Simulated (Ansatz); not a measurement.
A distorted cell of TiC (rock salt):

```yaml
crystal:
  lattice:
    - [0.00000, 4.32781, 4.32781]
    - [2.16390, 0.00000, 2.16390]
    - [2.16390, 2.16390, 0.00000]
  atoms:
    - { symbol: C, position: [0.05603, 0.96265, 0.96265] }
    - { symbol: C, position: [0.44397, 0.03735, 0.03735] }
    - { symbol: Ti, position: [0.25000, 0.50000, 0.50000] }
    - { symbol: Ti, position: [0.75000, 0.50000, 0.50000] }
```

All values below come from r2SCAN (plane waves to 500 eV, PAW, scalar-relativistic; Ansatz, a quantum-chemistry and plane-wave program). k mesh 9×18×18 (Γ-centred), Fermi-Dirac smearing 0.05 eV. Stress and pressure are positive under compression. With partly filled bands, energies and forces of such displacements shift with the k mesh and the smearing. TiC is run without spin polarisation. TiC was relaxed with its symmetry unable to fall.

Problem. Predict the force on every atom, in eV/Å.

Solution. 
| atom | Fx | Fy | Fz |
|---|---|---|---|
| C1 | 3.674 | -3.674 | -3.674 |
| C2 | -3.674 | 3.674 | 3.674 |
| Ti3 | 0.000 | 0.000 | 0.000 |
| Ti4 | 0.000 | 0.000 | 0.000 |

Problem. What is the stress tensor (GPa)?

Solution. 
```
   11.1      4.8      4.8
    4.8     11.1     -4.8
    4.8     -4.8     11.1
```
The pressure, a third of the trace, is 11.1 GPa.

(For displaced atoms, the force is minus the slope of the energy, and its curvature is a force constant, which sets phonon frequencies.)
